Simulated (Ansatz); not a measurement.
WSe2 in space group P6_3/mmc (No. 194; W on 2c, Se on 4f), r²SCAN (plane waves, PAW; program Ansatz), all energies at zero smearing, with the estimated change up to a 700 eV cutoff added, with one set of potentials and settings (totals compare only within such a set). Cell of 6 atoms (2 W, 4 Se): -42712.758 eV.

```tsv
element	reference phase	E (eV/atom)
W	Im-3m, 1 atoms in the cell	-10398.2538
Se	P3_121, 3 atoms in the cell	-5478.1406
```

Formation energy per atom, worked out: (-42712.758 − 2×(-10398.2538) − 4×(-5478.1406))/6 = -0.615 eV/atom (-59 kJ per mol of atoms), at 0 K, without zero-point energy or fitted corrections.

The cell was relaxed with r²SCAN under the symmetry of its start. The run is not spin-polarised. A crystal of weakly bound layers computed without a dispersion correction: the cell and the soft elastic constants depend strongly on that. The references are the lowest solids computed at this level, not always the standard phases. Spin–orbit coupling is left out wherever it is not named.

Potentials: the earlier of the program's two PAW sets.
